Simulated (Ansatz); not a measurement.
TlI:
```cif
data_ITl
_chemical_formula_sum 'Tl1 I1'
_space_group_name_H-M_alt 'P 1'
_space_group_IT_number 1
_cell_length_a 4.24541
_cell_length_b 4.24541
_cell_length_c 4.24541
_cell_angle_alpha 90.000
_cell_angle_beta 90.000
_cell_angle_gamma 90.000
loop_
_space_group_symop_operation_xyz
  'x, y, z'
loop_
_atom_site_label
_atom_site_type_symbol
_atom_site_fract_x
_atom_site_fract_y
_atom_site_fract_z
_atom_site_occupancy
Tl1 Tl 0.00000 0.00000 0.00000 1
I1 I 0.50000 0.50000 0.50000 1
```

Relaxed with r²SCAN+D4. r²SCAN+D4 in the plane-wave PAW code Ansatz gives a gap of 2.07 eV.

Task: What gap does HSE06 give on the same cell (Ansatz, PAW)?

Result: 2.38 eV, 0.31 eV more. The hybrid was solved on a coarser mesh and at special points; its gap is the smallest among all of these.

```tsv
k	v1 r²SCAN+D4	c1 r²SCAN+D4	v1 HSE06	c1 HSE06
Γ	-0.92	6.34	___	___
R	-1.71	2.07	-1.91	2.38
M	-0.21	5.10	___	___
X	-0.10	2.39	___	___
```

Task: Top valence (v1) and lowest conduction level (c1) in eV from each method's valence maximum (which need not be a listed point): supply the withheld HSE06 values.

Result: 
- Γ, v1 HSE06: -1.05
- Γ, c1 HSE06: 6.62
- X, v1 HSE06: -0.04
- X, c1 HSE06: 2.64
- M, v1 HSE06: -0.28
- M, c1 HSE06: 5.57

Cost on shared cores: the r²SCAN+D4 run (SCF on a 7×7×7 mesh, then bands and DOS) very roughly 30 core-seconds, the HSE06 run (SCF on 5×5×5, then a few points) roughly 2.0 core-minutes; the tasks are unlike.

Space group Pm-3m (CsCl type). The workflow started from a Materials Project entry (that database holds measured and hypothetical structures alike); the Crystallography Open Database files this formula in space group No. 221, but the cells were not matched. Whether it is the stable phase at ambient conditions was not checked. Symmetry was held in the r²SCAN+D4 relaxation; its stability against distortions is not shown here. Scalar-relativistic: spin–orbit coupling is off unless named, which matters more the heavier the elements.

Potentials: the later of the program's two PAW sets.
